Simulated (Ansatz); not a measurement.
Here is an unrelaxed guess for Ti3Si4Ni.

```cif
data_structure
_symmetry_space_group_name_H-M 'R3:H'
_symmetry_Int_Tables_number 146
_cell_length_a 6.8498
_cell_length_b 6.8498
_cell_length_c 8.3892
_cell_angle_alpha 90.000
_cell_angle_beta 90.000
_cell_angle_gamma 120.000
_cell_volume 340.89
loop_
_atom_site_label
_atom_site_type_symbol
_atom_site_symmetry_multiplicity
_atom_site_Wyckoff_symbol
_atom_site_fract_x
_atom_site_fract_y
_atom_site_fract_z
_atom_site_occupancy
Ti1 Ti 9 b 0.76467 0.02933 0.38233 1
Si1 Si 9 b 0.24007 0.98013 0.62003 1
Si2 Si 3 a 0.00000 0.00000 0.13990 1
Ni1 Ni 3 a 0.00000 0.00000 0.85300 1
```

All numbers below come from DFT PBE, scalar-relativistic, plane waves, PAW (Ansatz 0.2.0). Settings: cutoff 420 eV, Γ-centred mesh 4×4×4 on the computed 8-atom cell, Gaussian smearing of 0.10 eV; collinear spin from starting moments 0.0 0.0 0.0 0.0 0.0 0.0 0.0 2.0 μB.

Formation energies are uncorrected and refer to the elements' standard structures at the same level.

Question: What does a single point on this coarse mesh give?

Answer: The pressure is 2.2 GPa (the mean over three directions, positive in compression), the largest force is 1.82 eV/Å, and the energy is −0.42 eV/atom against the elements. The shortest distance is 2.41 Å.

Question: Is it a good guess?

Answer: A good one: relaxing gains under 0.1 eV/atom (the start's value is from the coarse mesh, so the gain is rough) in 15 ionic steps and ends at −0.49 eV/atom on the finer mesh. The symmetry stays R3 (No. 146). The volume per atom grows by 0.7 %, from 14.2 to 14.3 Å³. The shortest distance goes from 2.41 Å (Si–Ni and Ti–Si) to 2.29 Å (Si–Ni). Conventional cell: a = 6.948 Å, c = 8.213 Å. Around Ti lie 7 Si at 2.56–2.72 Å, 4 Ti at 2.91–2.98 Å and 2 Ni at 2.96–3.11 Å; Si on a site of symmetry 1 has 2 Ni at 2.53–2.67 Å, 5 Ti at 2.56–2.72 Å and 6 Si at 2.83–3.20 Å; around Ni lie 1 Si at 2.29 Å, 3 Si at 2.53 Å, 3 Si at 2.67 Å and 6 Ti at 2.96–3.11 Å; 1 more site not described.

The last run used a 12×12×12 mesh for its 8-atom cell and Gaussian smearing of 0.10 eV. Trial moments died out on the coarse mesh, so the last step has no spin; another magnetic start might hold. The relaxation can't lower the symmetry of the start, and the grade says only how near the guess is to its own end. A structure relaxed within its symmetry needn't be a true minimum. Another cell of Ti3Si4Ni relaxed alike, in P1, lies 64 meV/atom lower, so this cell isn't the stable form at this level.
